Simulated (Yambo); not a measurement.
Rb$_{2}$TlGaF$_{6}$ (space group Fm-3m, No. 225); a = 6.499 Å, b = 6.499 Å, c = 6.499 Å, α = 60.00°, β = 60.00°, γ = 60.00°. With the G0W0 scissor the direct gap on the mesh is 7.85 eV.

### Question
Does this run resolve the lowest exciton, and if so, what are its energy and binding? (Yambo, LDA bands; 4×4×4 mesh, 18 valence and 7 conduction bands, static screening with 113 bands and a 3 Ry block, scissor 3.09 eV, Tamm-Dancoff.)

### Answer
The mesh holds a bound state, but the numbers are provisional. These are vertical excitations (zero momentum); the indirect quasiparticle gap, about 7.15 eV, is smaller than the direct one (7.85 eV on the GW mesh). The lowest state lies at 6.74 eV (strong for light along x, 3 states within 2 meV), the direct quasiparticle gap on this mesh at 7.85 eV. Its binding energy, counted from that gap, is 1.11 eV; it spreads over about 44 k points of the mesh. Convergence with the mesh was not shown. The scissor comes from a G0W0 run whose convergence isn't established. Spin-orbit coupling is left out; with 6p states at a band edge it can lower the gap by many tenths of an eV, most of a small gap.

The standard potentials for Ga, Tl keep a d shell in the valence without the s and p states of that shell. In tests on such compounds this moved G0W0 gaps by up to about 0.9 eV, so absolute quasiparticle energies here are unreliable; differences between settings are what counts.

Geometry of the Materials Project entry, not relaxed at this level.

The structure is a Materials Project entry; no match was found in the copy of COD used, and its stability was not checked.
